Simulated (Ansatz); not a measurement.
A plane-wave DFT run in Ansatz 0.2.0 (scalar-relativistic PAW potentials unless the input names others): input and command.

```yaml
crystal:
  lattice:
    - [1.6613990145, 0.9592091683, 7.523709394]
    - [-1.6613990145, 0.9592091683, 7.523709394]
    - [0.0, -1.9184183365, 7.523709394]
  atoms:
    - { symbol: Ba, position: [0.0, 0.0, 0.0] }
    - { symbol: Mo, position: [0.7984625994, 0.7984625994, 0.7984625994] }
    - { symbol: Mo, position: [0.2015374006, 0.2015374006, 0.2015374006] }
basis:
  ecutwfc: 420
kpoints:
  mp_grid: { grid: [18, 18, 18] }
hamiltonian:
  xc: pbe
scf:
  occupations: { method: gaussian, width: 0.1 }
  convergence: { dr2_threshold: 1.0e-16 }
  max_iter: 75
output:
  forces: true
  eigenvalues: true
  stress: true
```

```bash
ansatz run input.yaml --threads 1 --pin off --max-ram 2560MiB --backend cpu --events-out ev --progress --plain --runs-dir out
```

Abridged log:
```
Basis set: ecut = 420 eV, 1393 PW (Γ), FFT grids on a1−a3, a2−a3, a3, exchange–correlation on 48×48×108 points (8 copies of the dense FFT grid, shifted against one another)
Bands: 23, of which v1, the nominal top of the filled ones, is band 19 counted from 1 (18 counted from 0)
Symmetry: 12 space group operations
k-points: 580 of 5832
SCF iter   1: F=—  HF=-15858.644562 eV  |F-HF|=—  |Δ(HF+E_count)|=         —  Δρ=7.16e-3  dr2=2.91e-2  ethr=1.77e-3  ⟨swp⟩=5.4  Hψ=59919  notcnv=0
SCF iter   2: F=—  HF=-15858.643547 eV  |F-HF|=—  |Δ(HF+E_count)|=   1.02e-3  Δρ=4.02e-3  dr2=7.09e-3  ethr=7.66e-5  ⟨swp⟩=1.3  Hψ=18467  notcnv=0
SCF iter   3: F=—  HF=-15858.643774 eV  |F-HF|=—  |Δ(HF+E_count)|=   2.27e-4  Δρ=8.40e-4  dr2=9.87e-4  ethr=1.87e-5  ⟨swp⟩=2.7  Hψ=24033  notcnv=0
SCF iter   4: F=—  HF=-15858.643852 eV  |F-HF|=—  |Δ(HF+E_count)|=   7.83e-5  Δρ=2.73e-4  dr2=9.92e-5  ethr=2.60e-6  ⟨swp⟩=1.1  Hψ=13498  notcnv=0
SCF iter   5: F=—  HF=-15858.643863 eV  |F-HF|=—  |Δ(HF+E_count)|=   1.07e-5  Δρ=6.48e-5  dr2=4.19e-6  ethr=2.61e-7  ⟨swp⟩=1.8  Hψ=18011  notcnv=0
SCF iter   6: F=—  HF=-15858.643863 eV  |F-HF|=—  |Δ(HF+E_count)|=   6.64e-8  Δρ=1.39e-5  dr2=1.53e-7  ethr=1.10e-8  ⟨swp⟩=2.0  Hψ=20225  notcnv=0
SCF iter   7: F=—  HF=-15858.643863 eV  |F-HF|=—  |Δ(HF+E_count)|=   4.22e-7  Δρ=2.76e-6  dr2=9.54e-9  ethr=4.02e-10  ⟨swp⟩=2.3  Hψ=22243  notcnv=0
SCF iter   8: F=—  HF=-15858.643863 eV  |F-HF|=—  |Δ(HF+E_count)|=  8.24e-10  Δρ=5.64e-7  dr2=3.42e-10  ethr=2.51e-11  ⟨swp⟩=2.2  Hψ=21198  notcnv=0
SCF iter   9: F=—  HF=-15858.643863 eV  |F-HF|=—  |Δ(HF+E_count)|=  1.46e-11  Δρ=1.24e-7  dr2=1.04e-11  ethr=9.01e-13 (applied; sched 1.00e-12)  ⟨swp⟩=2.3  Hψ=22485  notcnv=0
SCF iter  10: F=—  HF=-15858.643863 eV  |F-HF|=—  |Δ(HF+E_count)|=  1.82e-12  Δρ=3.02e-8  dr2=6.46e-13  ethr=2.75e-14 (applied; sched 1.00e-12)  ⟨swp⟩=2.4  Hψ=23683  notcnv=0
SCF iter  11: F=—  HF=-15858.643863 eV  |F-HF|=—  |Δ(HF+E_count)|=  5.46e-12  Δρ=5.38e-9  dr2=3.08e-14  ethr=1.70e-15 (applied; sched 1.00e-12)  ⟨swp⟩=2.4  Hψ=22663  notcnv=0
SCF iter  12: F=—  HF=-15858.643863 eV  |F-HF|=—  |Δ(HF+E_count)|=  7.28e-12  Δρ=1.46e-9  dr2=1.90e-15  ethr=8.09e-17 (applied; sched 1.00e-12)  ⟨swp⟩=2.3  Hψ=22637  notcnv=0
SCF iter  13: F=-15858.643863 eV  HF=-15858.643863 eV  |F-HF|=0.00e0  |Δ(HF+E_count)|=  3.64e-12  Δρ=3.10e-10  dr2=9.19e-17  ethr=1.00e-12  ⟨swp⟩=2.3  Hψ=43868  notcnv=0
the search or the solves at the SCF's close seem to have found levels that the self-consistency loop had missed (the run counts 2). By its estimate they hold under 1e-12 electrons; where the run keeps them, the occupations were computed again with them
SCF 1 converged in 13 iterations: F = -15858.643863 eV  dr2 = 9.19e-17
SCF converged after 13 iterations
Free energy (F): -15858.643863 eV
Harris-Foulkes:  -15858.643863 eV  (|F-HF|=0.00e0)
Internal energy: -15858.626863 eV  (E = F + TS)
E sigma→0 (E₀):  -15858.635363 eV
Entropy (-TS):   -0.017000 eV (-5.667 meV/atom)
Fermi energy:    14.372531 eV
--- Forces (eV/Å), atoms counted from 1 ---
  atom   1  Ba     0.00000000     0.00000000     0.00000000
  atom   2  Mo     0.00000000     0.00000000     0.00075617
  atom   3  Mo     0.00000000     0.00000000    -0.00075617
--- Stress (GPa, compression-positive) ---
       -0.002802       0.000000       0.000000
        0.000000      -0.002802       0.000000
        0.000000       0.000000       0.028859
  P = ⅓ Tr σ = 0.0078 GPa (0.078 kbar)
```

One setting here is needlessly strict: a threshold far tighter than needed (scf.convergence.dr2_threshold: not typed → 1e-16). It leaves the result as it was and can only cost iterations: the run converged in 13 SCF iterations with an energy at zero smearing within 0.01 meV/atom of the reference's, pressure 0.01 GPa, largest force 0.001 eV/Å, no gap on the mesh. A reference run on usual settings, whose relaxation ended at this geometry, converged, and the end of its own relaxation has pressure 0.01 GPa, largest force 0.001 eV/Å, no gap on the mesh.

The run took 82 s on 1 thread of Arm Neoverse V1, on a shared host, peak memory 0.9 GiB.